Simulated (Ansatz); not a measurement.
GaN:
```
CELL_PARAMETERS angstrom
      3.09703     0.00000     0.00000
     -1.54851     2.68210     0.00000
      0.00000     0.00000     7.28450
ATOMIC_POSITIONS crystal
  Ga 0.50000 0.50000 0.16667
  Ga 0.50000 0.00000 0.50000
  Ga 0.00000 0.50000 0.83333
  N  0.50000 0.50000 0.66667
  N  0.50000 0.00000 0.00000
  N  0.00000 0.50000 0.33333
```

Relaxed with LDA.

Decompose the optical modes at the zone centre into irreducible representations, and say which are infrared and Raman allowed.

Point group 622: Γ_opt = A2 + 2B1 + 2B2 + 3E1 + 2E2. Infrared: A2, E1. Raman: E1, E2.

Assign frequencies (DFPT, DFT-LDA in the program Ansatz with PAW potentials; without the LO–TO term).

B1 102, E1 124, B2 148, E2 325, B1 380, E1 417, A2 491, E1 539, B2 633, E2 697 cm⁻¹.

Subscripts of B labels follow the axes of the standard setting.

Space group P6_422. The start of the workflow was typed in or built on a structure type; neither database checked (COD, Materials Project) lists it. It is not the phase usual at ambient conditions (space group No. 186, 216). Symmetry was held in the LDA relaxation; of distortions, only those at the zone centre were tested. The volume moved by -25 % from the start of the relaxation. A crystal of weakly bound chains computed without a dispersion correction: the cell and the soft elastic constants depend strongly on that.

Potentials: the later of the program's two PAW sets.
